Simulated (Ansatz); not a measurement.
Here is the system:

GaPd3N:
```
CELL_PARAMETERS angstrom
      4.08506     0.00000     0.00000
      0.00000     4.08506     0.00000
      0.00000     0.00000     4.08506
ATOMIC_POSITIONS crystal
  Ga 0.00000 0.00000 0.00000
  Pd 0.00000 0.50000 0.50000
  Pd 0.50000 0.00000 0.50000
  Pd 0.50000 0.50000 0.00000
  N  0.50000 0.50000 0.50000
```

This is the PBEsol-relaxed structure.

Task: All from PBEsol (plane waves, PAW; program Ansatz), unless another level is named. Estimate the electronic character.

Result: metallic (no gap).

Task: Give the formation energy from the elements (no fitted shifts).

Result: 66 meV/atom.

Task: Next, the density of states at the Fermi level?

Result: 0.45 states/eV per atom (mean over ±0.08 eV).

Task: Give the gap with spin–orbit coupling.

Result: none (metallic).

Space group Pm-3m (anti-perovskite). The start of the workflow was typed in or built on a structure type; neither database checked (COD, Materials Project) lists it. Whether it is the stable phase at ambient conditions was not checked. Symmetry was held in the PBEsol relaxation. At this level the phase is dynamically unstable (imaginary phonons). No spin polarisation was allowed. The references are the lowest solids computed at this level, not always the standard phases (solids in place of the gases). Spin–orbit coupling is left out wherever it is not named.

Potentials: the earlier of the program's two PAW sets. The files were generated under PBE; for other functionals the program regenerates the frozen cores, and for LDA and PBEsol the local potential too.
